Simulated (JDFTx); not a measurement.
Reference run:

```yaml
surface: Os(0001)
bulk: Os, P6_3/mmc, lattice of mp-49 (not re-optimised)
slab: 4 atoms in 4 planes, 1x1, 6.5 Å between the outermost planes
in-plane cell: 2.746 × 2.746 Å, 6.53 Å²
cell_height: 22.5 Å
sampling: 10×10×1 k mesh, Fermi smearing 0.01 Ha, no spin polarisation
```

The reference is PBE, GBRV ultrasoft potentials, plane waves to 20/100 Ha; code: JDFTx (a modified build). Unrelaxed; liquid: linear PCM (GLSSA13), water, 1 M KCl. Potentials are on the SHE scale by the convention U = −μ/e − 4.44 V; references calibrated for a solvation model differ from this value.

```tsv
cell height	work function (eV)	U_pzc (V)	mean C above U_pzc (μF/cm²)	k states × plane waves	cycles, vacuum run	rough core time, vacuum run
14.5 Å	5.32	0.62	17 over 0.5 V	14 × 2729	14	2 min
16.5 Å	5.33	0.62	17 over 0.5 V	14 × 3107	16	3 min
18.5 Å	5.33	0.62	17 over 0.5 V	14 × 3483	18	4 min
22.5 Å	5.33	0.62	17 over 0.5 V	14 × 4236	20	5 min
30.5 Å	5.33	0.62	17 over 0.5 V	14 × 5741	27	8 min
38.5 Å	5.33	0.62	17 over 0.5 V	14 × 7250	31	10 min
```

The work function stays within 0.01 eV over all these settings; capacitances repeat to about ±0.2 μF/cm². Core times come from shared machines and are rough, one run each.
